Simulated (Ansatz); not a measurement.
Na$_{2}$S:
```xyz
3
Lattice="0.0000 3.2840 3.2840 3.2840 0.0000 3.2840 3.2840 3.2840 0.0000" Properties=species:S:1:pos:R:3 pbc="T T T"
Na     1.6420     1.6420     1.6420
Na     4.9260     4.9260     4.9260
S      0.0000     0.0000     0.0000
```

Relaxed with PBE.

Question: Give the Bader charges and basin volumes of the independent atoms, the program Ansatz at the PBE level (PAW).

Answer: 

```tsv
atom	Bader charge (e)	Bader volume (Å³)
Na1	+0.81	10.8
S3	-1.62	48.9
```

Space group Fm-3m (anti-fluorite). The PBE relaxation kept the symmetry of its start.

Potentials: the later of the program's two PAW sets.
